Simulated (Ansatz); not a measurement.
Rb2CdSe2O6: 17O NMR of the central transition

Cell: a measured structure from the Crystallography Open Database (COD) whose atoms were relaxed with PBE, the cell held.

Space group R-3m:H (No. 166); a = 5.7503, c = 19.6685 Å, γ = 120.00°.

| site | Wyckoff | site symmetry | x | y | z |
| --- | --- | --- | --- | --- | --- |
| Rb | 6c | 3m | 0.0000 | 0.0000 | 0.8023 |
| Cd | 3a | -3m | 0.0000 | 0.0000 | 0.0000 |
| Se | 6c | 3m | 0.0000 | 0.0000 | 0.6259 |
| O | 18h | .m | 0.1561 | 0.8439 | 0.5887 |

One atom of each set is listed; the run and its k-mesh use a cell of 11 atoms with edges of 7.35, 7.35, 7.35 Å.

All values are calculated (Ansatz; DFT, PBE, plane waves and PAW, scalar-relativistic, 420 eV cutoff, Γ-centred 4×4×4 k-points, Fermi–Dirac smearing 0.02 eV), not measured.

17O has I = 5/2 and Q = -25.58 mb (Pyykkö 2018); at 7.05 T its Larmor frequency is ν₀ = 40.7 MHz. Only the quadrupole interaction is simulated: positions count from each site's isotropic chemical shift, and J coupling is left out, as are shift anisotropy and dipolar coupling, which fast spinning averages.

Task: Simulate the second-order pattern (fast magic-angle spinning, Gaussian broadening 1 kHz) of site O (1 Se at 1.72 Å; also 1 Cd at 2.34 Å, 3 Rb at 2.94–3.09 Å).

Result: The calculation gives C_Q = -7.94 MHz and η = 0.20, so ν_Q = 1.19 MHz and the centre of gravity lies at -231 ppm (-9.41 kHz).

(offset (kHz), height): (-24.49, 0), (-23.89, 1), (-23.28, 4), (-22.67, 7), (-22.06, 7), (-21.45, 8), (-20.84, 8), (-20.24, 8), (-19.63, 8), (-19.02, 8), (-18.41, 9), (-17.80, 9), (-17.20, 9), (-16.59, 12), (-15.98, 26), (-15.37, 46), (-14.76, 59), (-14.15, 78), (-13.55, 91), (-12.94, 78), (-12.33, 66), (-11.72, 60), (-11.11, 57), (-10.50, 55), (-9.90, 55), (-9.29, 55), (-8.68, 55), (-8.07, 57), (-7.46, 59), (-6.86, 63), (-6.25, 69), (-5.64, 81), (-5.03, 100), (-4.42, 100), (-3.81, 81), (-3.21, 69), (-2.60, 53), (-1.99, 22), (-1.38, 3), (-0.77, 0)

At O V_zz points along its bond to Se (within 6°).
